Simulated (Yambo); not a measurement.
Yambo run on BaTiO$_{3}$ (space group R3m, No. 160). The wavefunctions are norm-conserving LDA (Quantum ESPRESSO, 84 Ry, scalar-relativistic) ones on a 4×4×4 mesh (20 occupied bands); a = b = c = 4.034 Å, α = β = γ = 89.84°.

Yambo input:

```
rim_cut
gw0
dyson
el_el_corr
HF_and_locXC
ppa
em1d
RandQpts= 1000000
RandGvec= 1 Ry
EXXRLvcs= 84 Ry
VXCRLvcs= 336 Ry
Chimod= "HARTREE"
% BndsRnXp
 2 | 127 |
%
NGsBlkXp= 2 Ry
% LongDrXp
 1.0 | 1.0 | 1.0 |
%
PPAPntXp= 27.2114 eV
% GbndRnge
 1 | 127 |
%
GTermKind= "BG"
DysSolver= "n"
ExtendOut
% QPkrange
 1 | 1 | 20 | 21 |
 13 | 13 | 20 | 20 |
%
```

k points by index: 1 = Γ, 13 = Z.

The o-*.qp file then holds:

```
#    K-point    Band    Eo [eV]    E [eV]    E-Eo [eV]    Vxc [eV]    Vnlxc [eV]    Sc|Eo [eV]    Sc|E [eV]    dSc/dw|Eo [eV]    Re(Z)    Im(Z)
#
    1    20    -0.387961    -0.872044    -0.484083    -19.88305    -24.49411    4.008492    4.126980    -6.658821    0.803400    -0.001283
    1    21    2.332483    4.306745    1.974263    -18.93057    -11.90407    -4.561453    -5.052238    -6.763987    0.800913    -0.001379
    13    20    0.000000    -0.591161    -0.591161    -19.65701    -24.75490    4.358903    4.506725    -6.802791    0.799999    -0.001320
```
(The two width columns are left out.) Convergence of these settings isn't established.

Geometry of the Materials Project entry, not relaxed at this level.
